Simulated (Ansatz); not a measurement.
FePt (L1₀ or tetragonal B2, space group No. 123) at seven volumes, plane-wave PAW r²SCAN (Ansatz code), shape and atoms relaxed at each. One row is withheld.

```json
[
 {"V (Å³/atom)": "12.650", "P (GPa)": "25.89"},
 {"V (Å³/atom)": "13.067", "P (GPa)": "15.88"},
 {"V (Å³/atom)": "13.484", "P (GPa)": "7.24"},
 {"V (Å³/atom)": "13.901", "P (GPa)": "0.00"},
 {"V (Å³/atom)": "14.318", "P (GPa)": "-5.92"},
 {"V (Å³/atom)": "14.735", "P (GPa)": "-10.86"},
 {"V (Å³/atom)": "15.152", "P (GPa)": "?"}
]
```

Problem. Fit the shown pressures and predict the withheld one.

Solution. P = (3/2)B₀(x^(7/2) − x^(5/2))[1 + (3/4)(B′ − 4)(x − 1)] with x = (V₀/V)^(2/3). Least squares on the six rows gives V₀ = 13.907 Å³/atom, B₀ = 217 GPa, B′ = 4.89. At V = 15.152, x = 0.9444 and P = -15.09 GPa. The run itself gave -15.05 GPa.

Space group P4/mmm (L1₀ or tetragonal B2). The cell was relaxed with r²SCAN under the symmetry of its start. Spin order of the final state: ferromagnetic, chosen from 5 collinear starts compared on coarse meshes (ties went to the first, and starts can fall back to one state), not a proven ground state. Textbook magnetic order: ferromagnetic. Other orbital occupations within this spin state were not tried. Scalar-relativistic: spin–orbit coupling is off unless named, which matters more the heavier the elements.

Potentials: the later of the program's two PAW sets.
